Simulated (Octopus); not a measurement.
**AlTi (P4/mmm, No. 123): Octopus summary**

AlTi (P4/mmm, No. 123):
```
AlTi
1.0
    2.81075     0.00000     0.00000
    0.00000     2.81075     0.00000
    0.00000     0.00000     4.06642
Ti Al
1 1
Cartesian
  1.40538   1.40538   2.03321
  0.00000   0.00000   0.00000
```
The cell is a database entry, not relaxed again.

Method: LDA in Octopus 16.4; grid spacing about 0.16 Å, Γ-centred 10×10×8 k-mesh, Fermi-Dirac smearing of 0.1 eV, no spin polarisation; PseudoDojo 0.4 LDA potentials.

Question: What band gap does LDA give on the standard high-symmetry path?

Answer: none: the cell holds an odd number of electrons, so a band is partly filled.
